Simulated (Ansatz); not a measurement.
## Mg: electron density at the nuclei under pressure

```yaml
crystal:
  lattice:
    - [3.20927, 0.00000, 0.00000]
    - [-1.60464, 2.77931, 0.00000]
    - [0.00000, 0.00000, 5.21033]
  atoms:
    - { symbol: Mg, position: [0.33333, 0.66667, 0.25000] }
    - { symbol: Mg, position: [0.66667, 0.33333, 0.75000] }
```

Atom numbers follow the list: Mg1, Mg2.

The cell is COD entry 9008506, as deposited and not checked against the literature; nothing was relaxed.

All numbers below come from Ansatz 0.2.0, DFT, PBEsol, all-electron PAW with datasets made for the crystal, scalar-relativistic.

The runs use a Γ-centred 12×12×7 k mesh, Fermi–Dirac smearing of 0.08 eV, cutoff 100 eV (chosen by the program for this cell), no spin polarisation.

The contact density is the mean electron density over the nuclear volume; its changes follow the s electrons' response to bonding and compression. Changes below are taken from the unscaled cell, where it is 7770.49 e/Å³ at Mg1.

Volumes at which the program chose other datasets or cutoffs are left out.

The datasets are made afresh for each cell, so very small changes are uncertain.

Task: Tabulate the changes with volume.

Result: 
```csv
V/V(cell),P (GPa),Δρ(0) Mg1 (e/Å³)
0.9600,0.3,0.01
0.9800,-0.4,0.00
0.9900,-0.8,0.00
1.0000,-1.1,0.00
1.0100,-1.5,0.00
1.0200,-1.8,0.00
1.0400,-2.3,0.00
1.0600,-2.8,0.01
```
